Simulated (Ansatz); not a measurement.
# Bands of Nb

```yaml
crystal:
  lattice:
    - [0.00000, 2.11500, 2.11500]
    - [2.11500, 0.00000, 2.11500]
    - [2.11500, 2.11500, 0.00000]
  atoms:
    - { symbol: Nb, position: [0.00000, 0.00000, 0.00000] }
```

The cell comes from COD entry 1534903, which wasn't checked; take it as a given geometry.

Level of theory: Ansatz 0.2.0, DFT, LDA, all-electron LAPW, scalar-relativistic.

Settings: a Γ-centred 13×13×13 k mesh, Fermi–Dirac smearing of 0.03 eV, basis error target 0.5 meV/atom, no spin polarisation.

Points in fractions of the reciprocal vectors of this cell: Γ (0, 0, 0), X (0.5, 0, 0.5), U (0.625, 0.25, 0.625), K (0.375, 0.375, 0.75), L (0.5, 0.5, 0.5), W (0.5, 0.25, 0.75). The path joins them by straight lines in the order Γ–X–U–K–Γ–L–W–X; legs that retrace an earlier one aren't tabulated. Energies are in eV from the Fermi level.

**Question.** Metal or insulator at this level of theory?

**Answer.** No gap opens: metallic or semimetallic.

**Question.** Tabulate bands 12 to 17, counted from the lowest band of the run, along the path.

**Answer.** 
```json
{"k (1/Å)": "0.00", "point": "Γ", "band 12": "-30.07", "band 13": "-6.15", "band 14": "0.12", "band 15": "0.12", "band 16": "0.12", "band 17": "2.66"}
{"k (1/Å)": "0.21", "point": "", "band 12": "-30.09", "band 13": "-5.90", "band 14": "-0.13", "band 15": "0.27", "band 16": "0.27", "band 17": "2.37"}
{"k (1/Å)": "0.42", "point": "", "band 12": "-30.15", "band 13": "-5.20", "band 14": "-0.75", "band 15": "0.71", "band 16": "0.71", "band 17": "1.63"}
{"k (1/Å)": "0.64", "point": "", "band 12": "-30.23", "band 13": "-4.26", "band 14": "-1.51", "band 15": "0.85", "band 16": "1.44", "band 17": "1.44"}
{"k (1/Å)": "0.85", "point": "", "band 12": "-30.32", "band 13": "-3.57", "band 14": "-2.22", "band 15": "0.68", "band 16": "2.41", "band 17": "2.41"}
{"k (1/Å)": "1.06", "point": "", "band 12": "-30.41", "band 13": "-3.58", "band 14": "-2.78", "band 15": "1.60", "band 16": "3.56", "band 17": "3.56"}
{"k (1/Å)": "1.27", "point": "", "band 12": "-30.46", "band 13": "-3.86", "band 14": "-3.13", "band 15": "2.94", "band 16": "4.48", "band 17": "4.67"}
{"k (1/Å)": "1.49", "point": "X", "band 12": "-30.48", "band 13": "-3.99", "band 14": "-3.25", "band 15": "3.60", "band 16": "4.60", "band 17": "5.21"}
{"k (1/Å)": "1.56", "point": "", "band 12": "-30.48", "band 13": "-3.96", "band 14": "-3.23", "band 15": "3.39", "band 16": "4.53", "band 17": "5.19"}
{"k (1/Å)": "1.64", "point": "", "band 12": "-30.48", "band 13": "-3.89", "band 14": "-3.16", "band 15": "2.95", "band 16": "4.35", "band 17": "5.13"}
{"k (1/Å)": "1.71", "point": "", "band 12": "-30.47", "band 13": "-3.77", "band 14": "-3.04", "band 15": "2.45", "band 16": "4.09", "band 17": "5.04"}
{"k (1/Å)": "1.79", "point": "", "band 12": "-30.45", "band 13": "-3.62", "band 14": "-2.87", "band 15": "1.95", "band 16": "3.77", "band 17": "4.91"}
{"k (1/Å)": "1.86", "point": "", "band 12": "-30.44", "band 13": "-3.45", "band 14": "-2.66", "band 15": "1.47", "band 16": "3.43", "band 17": "4.75"}
{"k (1/Å)": "1.94", "point": "", "band 12": "-30.42", "band 13": "-3.25", "band 14": "-2.41", "band 15": "1.02", "band 16": "3.08", "band 17": "4.55"}
{"k (1/Å)": "2.01", "point": "U", "band 12": "-30.40", "band 13": "-3.04", "band 14": "-2.16", "band 15": "0.60", "band 16": "2.74", "band 17": "4.34"}
{"k (1/Å)": "2.14", "point": "", "band 12": "-30.39", "band 13": "-2.87", "band 14": "-2.00", "band 15": "0.27", "band 16": "2.47", "band 17": "4.34"}
{"k (1/Å)": "2.27", "point": "", "band 12": "-30.41", "band 13": "-2.60", "band 14": "-1.81", "band 15": "-0.24", "band 16": "2.14", "band 17": "4.46"}
{"k (1/Å)": "2.40", "point": "", "band 12": "-30.43", "band 13": "-2.36", "band 14": "-1.60", "band 15": "-0.71", "band 16": "1.93", "band 17": "4.54"}
{"k (1/Å)": "2.53", "point": "", "band 12": "-30.43", "band 13": "-2.36", "band 14": "-1.60", "band 15": "-0.71", "band 16": "1.93", "band 17": "4.54"}
{"k (1/Å)": "2.66", "point": "", "band 12": "-30.41", "band 13": "-2.60", "band 14": "-1.81", "band 15": "-0.24", "band 16": "2.14", "band 17": "4.46"}
{"k (1/Å)": "2.79", "point": "", "band 12": "-30.39", "band 13": "-2.87", "band 14": "-2.00", "band 15": "0.27", "band 16": "2.47", "band 17": "4.34"}
{"k (1/Å)": "2.92", "point": "K", "band 12": "-30.40", "band 13": "-3.04", "band 14": "-2.16", "band 15": "0.60", "band 16": "2.74", "band 17": "4.34"}
{"k (1/Å)": "3.15", "point": "", "band 12": "-30.32", "band 13": "-2.35", "band 14": "-1.58", "band 15": "-0.41", "band 16": "1.89", "band 17": "3.57"}
{"k (1/Å)": "3.37", "point": "", "band 12": "-30.24", "band 13": "-2.08", "band 14": "-1.21", "band 15": "-1.02", "band 16": "1.38", "band 17": "2.71"}
{"k (1/Å)": "3.60", "point": "", "band 12": "-30.18", "band 13": "-2.89", "band 14": "-1.23", "band 15": "-0.41", "band 16": "1.25", "band 17": "1.87"}
{"k (1/Å)": "3.82", "point": "", "band 12": "-30.12", "band 13": "-4.02", "band 14": "-1.05", "band 15": "0.28", "band 16": "1.14", "band 17": "1.48"}
{"k (1/Å)": "4.05", "point": "", "band 12": "-30.09", "band 13": "-5.10", "band 14": "-0.61", "band 15": "0.51", "band 16": "0.59", "band 17": "1.95"}
{"k (1/Å)": "4.27", "point": "", "band 12": "-30.07", "band 13": "-5.87", "band 14": "-0.11", "band 15": "0.24", "band 16": "0.27", "band 17": "2.44"}
{"k (1/Å)": "4.50", "point": "Γ", "band 12": "-30.07", "band 13": "-6.15", "band 14": "0.12", "band 15": "0.12", "band 16": "0.12", "band 17": "2.66"}
{"k (1/Å)": "4.68", "point": "", "band 12": "-30.07", "band 13": "-5.96", "band 14": "-0.03", "band 15": "0.20", "band 16": "0.20", "band 17": "2.59"}
{"k (1/Å)": "4.86", "point": "", "band 12": "-30.10", "band 13": "-5.44", "band 14": "-0.36", "band 15": "0.40", "band 16": "0.40", "band 17": "2.46"}
{"k (1/Å)": "5.05", "point": "", "band 12": "-30.13", "band 13": "-4.71", "band 14": "-0.63", "band 15": "0.51", "band 16": "0.51", "band 17": "2.54"}
{"k (1/Å)": "5.23", "point": "", "band 12": "-30.16", "band 13": "-4.08", "band 14": "-0.53", "band 15": "0.39", "band 16": "0.39", "band 17": "3.03"}
{"k (1/Å)": "5.41", "point": "", "band 12": "-30.19", "band 13": "-3.80", "band 14": "0.13", "band 15": "0.17", "band 16": "0.17", "band 17": "3.74"}
{"k (1/Å)": "5.60", "point": "", "band 12": "-30.21", "band 13": "-3.77", "band 14": "-0.01", "band 15": "-0.01", "band 16": "1.01", "band 17": "4.37"}
{"k (1/Å)": "5.78", "point": "L", "band 12": "-30.22", "band 13": "-3.78", "band 14": "-0.08", "band 15": "-0.08", "band 16": "1.43", "band 17": "4.63"}
{"k (1/Å)": "5.93", "point": "", "band 12": "-30.23", "band 13": "-3.66", "band 14": "-0.26", "band 15": "0.03", "band 16": "1.22", "band 17": "4.60"}
{"k (1/Å)": "6.08", "point": "", "band 12": "-30.25", "band 13": "-3.32", "band 14": "-0.73", "band 15": "0.35", "band 16": "0.74", "band 17": "4.50"}
{"k (1/Å)": "6.23", "point": "", "band 12": "-30.29", "band 13": "-2.82", "band 14": "-1.30", "band 15": "0.19", "band 16": "0.87", "band 17": "4.35"}
{"k (1/Å)": "6.38", "point": "", "band 12": "-30.35", "band 13": "-2.24", "band 14": "-1.82", "band 15": "-0.32", "band 16": "1.46", "band 17": "4.26"}
{"k (1/Å)": "6.53", "point": "", "band 12": "-30.41", "band 13": "-2.24", "band 14": "-1.68", "band 15": "-0.72", "band 16": "1.86", "band 17": "4.44"}
{"k (1/Å)": "6.68", "point": "", "band 12": "-30.47", "band 13": "-2.50", "band 14": "-1.24", "band 15": "-0.98", "band 16": "1.91", "band 17": "4.94"}
{"k (1/Å)": "6.83", "point": "W", "band 12": "-30.50", "band 13": "-2.59", "band 14": "-1.07", "band 15": "-1.07", "band 16": "1.86", "band 17": "5.21"}
{"k (1/Å)": "6.94", "point": "", "band 12": "-30.50", "band 13": "-2.69", "band 14": "-1.62", "band 15": "-0.45", "band 16": "2.02", "band 17": "5.21"}
{"k (1/Å)": "7.04", "point": "", "band 12": "-30.50", "band 13": "-2.94", "band 14": "-2.11", "band 15": "0.23", "band 16": "2.44", "band 17": "5.21"}
{"k (1/Å)": "7.15", "point": "", "band 12": "-30.50", "band 13": "-3.25", "band 14": "-2.51", "band 15": "0.96", "band 16": "3.00", "band 17": "5.21"}
{"k (1/Å)": "7.26", "point": "", "band 12": "-30.49", "band 13": "-3.55", "band 14": "-2.83", "band 15": "1.72", "band 16": "3.59", "band 17": "5.21"}
{"k (1/Å)": "7.36", "point": "", "band 12": "-30.49", "band 13": "-3.79", "band 14": "-3.07", "band 15": "2.49", "band 16": "4.11", "band 17": "5.21"}
{"k (1/Å)": "7.47", "point": "", "band 12": "-30.48", "band 13": "-3.94", "band 14": "-3.21", "band 15": "3.22", "band 16": "4.47", "band 17": "5.21"}
{"k (1/Å)": "7.58", "point": "X", "band 12": "-30.48", "band 13": "-3.99", "band 14": "-3.25", "band 15": "3.60", "band 16": "4.60", "band 17": "5.21"}
```
